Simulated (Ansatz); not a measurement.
**HgPd: do energies and stresses tell the same story?**

Level of theory: Ansatz, DFT PBEsol, scalar-relativistic, plane waves, PAW.

Plane waves to 420 eV, a k mesh through Γ of 14×14×12 on the computed 2-atom cell and Gaussian smearing (0.10 eV); no spin polarisation.

Relaxed cell: P4/mmm, a = 3.009 Å, b = 3.009 Å, c = 3.742 Å, α = 90.00°, β = 90.00°, γ = 90.00°, 2 atoms in the primitive cell. Whether it is the stable form of this composition wasn't checked.

Energies at zero smearing and pressures from the stress tensor, at volumes with shape and atoms relaxed:
```tsv
V (Å³/atom)	E − E(first) (meV/atom)	P (GPa)
14.913	0.00	26.97
15.422	-71.04	18.11
15.930	-116.53	10.84
16.439	-141.09	4.87
16.947	-148.50	0.00
17.455	-141.92	-3.98
17.964	-123.94	-7.22
18.642	-85.82	-10.61
```

Task: Check P = −dE/dV between neighbouring volumes, and get the bulk modulus from the pressures alone.

Result: With 1 eV/Å³ = 160.2 GPa:
```
middle V (Å³/atom)  −ΔE/ΔV (GPa) mean P (GPa)
            15.168        22.386        22.539
            15.676        14.338        14.471
            16.184         7.738         7.855
            16.693         2.335         2.437
            17.201        -2.072        -1.989
            17.710        -5.665        -5.599
            18.303        -9.010        -8.915
```

The two differ by 0.15 GPa at most. The mean of two end pressures misses the average over a step by about ΔV² P″/12, up to 0.14 GPa here; with that taken off 0.02 GPa remains. Around V = 16.947 Å³/atom, the two neighbours give B = −V ΔP/ΔV = 16.947 × 8.85 / 1.017 = 147.5 GPa, against B0 = 146.6 GPa from the Birch–Murnaghan fit of the energies.

Spin–orbit coupling is left out, which can shift energies with elements as heavy as these.

Cost: 9 runs of about 4.3 core-minutes in all, on Arm Neoverse V1 (shared hosts).